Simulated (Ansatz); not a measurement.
LaBi$_{2}$ClO$_{4}$:
Space group P4/mmm (No. 123); a = b = 3.9429 Å, c = 9.0843 Å, α = β = γ = 90.00°

| atom | site | symmetry | x | y | z |
|---|---|---|---|---|---|
| La | 1a | 4/mmm | 0.0000 | 0.0000 | 0.0000 |
| Bi | 2h | 4mm | 0.5000 | 0.5000 | 0.2847 |
| Cl | 1b | 4/mmm | 0.0000 | 0.0000 | 0.5000 |
| O | 4i | 2mm. | 0.0000 | 0.5000 | 0.1671 |

Relaxed at zero pressure with r²SCAN+D4 in the plane-wave PAW code Ansatz.

The volume is raised by 6 % and shape and atoms relax at that volume. What pressure results, and how do the axes share the change?

-3.3 GPa; a 1.1 %, b 1.1 %, c 3.7 %; the energy rises by 12 meV/atom.

Give the new structure.


Space group P4/mmm (No. 123); a = b = 3.987 Å, c = 9.420 Å, α = β = γ = 90.00°

| atom | site | symmetry | x | y | z |
|---|---|---|---|---|---|
| La | 1a | 4/mmm | 0.0000 | 0.0000 | 0.0000 |
| Bi | 2h | 4mm | 0.5000 | 0.5000 | 0.2751 |
| Cl | 1b | 4/mmm | 0.0000 | 0.0000 | 0.5000 |
| O | 4i | 2mm. | 0.0000 | 0.5000 | 0.1620 |

The phase is kept; no other phase was compared at this pressure.

The workflow started from a Materials Project entry (that database holds measured and hypothetical structures alike); the Crystallography Open Database copy checked does not list it. Its standing as an ambient phase is unchecked. The cell was relaxed with r²SCAN+D4 under the symmetry of its start; whether a distortion lowers the energy is not shown. Spin–orbit coupling is left out wherever it is not named.

Potentials: the later of the program's two PAW sets.
